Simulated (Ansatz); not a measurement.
SnMo₂C:
```
SnMo2C
1.0
    3.18474     0.00000     0.00000
   -1.59237     2.75807     0.00000
    0.00000     0.00000    13.40996
Sn Mo C
2 4 2
Direct
  0.33333   0.66667   0.75000
  0.66667   0.33333   0.25000
  0.33333   0.66667   0.08084
  0.66667   0.33333   0.58084
  0.66667   0.33333   0.91916
  0.33333   0.66667   0.41916
  0.00000   0.00000   0.00000
  0.00000   0.00000   0.50000
```

Relaxed with r²SCAN.

**Question.** Map the electron localisation function on the plane through (0.333, 0.667, 0.750) spanned by u = [0, 0, 1] and v = [1, -1, 0] in lattice vectors, from r²SCAN (plane waves, PAW; program Ansatz).

**Answer.** x is the fraction of u, y of v (the angle between them is 90°; rows are the nearest grid lines); atoms in the plane: Sn at (0.00, 0.00), Sn at (0.50, 0.33), Mo at (0.33, 0.00), Mo at (0.83, 0.33), Mo at (0.17, 0.33), Mo at (0.67, 0.00), C at (0.25, 0.67), C at (0.75, 0.67).
```
|0014654332279469524444259649722334564100|
|0024654332279689424444249869722334564200|
|0024653333259998334444338999523333564200|
|3345643356534663234444323664356533465433|
|3345543468863332234444322333688643455433|
|3345433589996321234334321236999853345433|
|2333334699899522233223322259989964333332|
|1122224894049842222112222489404984222211|
|1122224795059742222112222479505974222211|
|2223223698489743333223333479848963223222|
|2333222489999633344334433369999842223332|
|3343212258998533454334543358998522123433|
|4443247753454334654334564334543577423444|
|4443379984233335653113565333324899733444|
|4443489896223335642002465333226989843444|
|4442497597223345642002465433227957942444|
|4442596497223345641001465433227946952444|
|4453389995232224653003564222325999833544|
|3454269973332112554224552112333799624543|
|3345335532322332354334532332232355335433|
|2345422223325774255335524775233222245432|
|0024642223269998335445338999623222464200|
|0024653332279689424444249869722333564200|
|0014654332279469524444259649722334564100|
```
Scale: ten equal steps from 0.000 (start of '0') to 0.754 (end of '9'), in the order '0123456789'; x runs from 0.000 to 1.00, y from 0.000 (bottom) to 1.00 (top).

The density is the valence pseudo-density with augmentation charge, so density and ELF within about 1 Å of a nucleus are not all-electron values.

Space group P6_3/mmc. The start of the workflow was typed in or built on a structure type; neither database checked (COD, Materials Project) lists it. Its standing as an ambient phase is unchecked. The r²SCAN relaxation kept the symmetry of its start; its stability against distortions is not shown here. The run is not spin-polarised. Spin–orbit coupling is left out wherever it is not named.

Potentials: the earlier of the program's two PAW sets.
